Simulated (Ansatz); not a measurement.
Ga$_{2}$BiAs in space group P-4m2 (No. 115; Ga on 2g, Bi on 1a, As on 1c) at seven volumes, PBEsol in the plane-wave PAW code Ansatz, shape and atoms relaxed at each. One row is withheld.

| V (Å³/atom) | P (GPa) |
|---|---|
| 24.520 | 6.13 |
| 25.328 | ? |
| 26.137 | 1.71 |
| 26.945 | 0.00 |
| 27.753 | -1.44 |
| 28.562 | -2.65 |
| 29.370 | -3.67 |

**Question.** Fit the shown pressures and predict the withheld one.

**Answer.** P = (3/2)B₀(x^(7/2) − x^(5/2))[1 + (3/4)(B′ − 4)(x − 1)] with x = (V₀/V)^(2/3). Least squares on the six rows gives V₀ = 26.946 Å³/atom, B₀ = 52.1 GPa, B′ = 4.67. At V = 25.328, x = 1.0421 and P = 3.73 GPa. The run itself gave 3.73 GPa.

The first step of the workflow began from a Materials Project structure, measured or hypothetical; the Crystallography Open Database copy checked does not list it. Whether it is the stable phase at ambient conditions was not checked. The cell was relaxed with PBEsol under the symmetry of its start; of distortions, only those at the zone centre were tested. Spin–orbit coupling is left out wherever it is not named.

Potentials: the later of the program's two PAW sets.
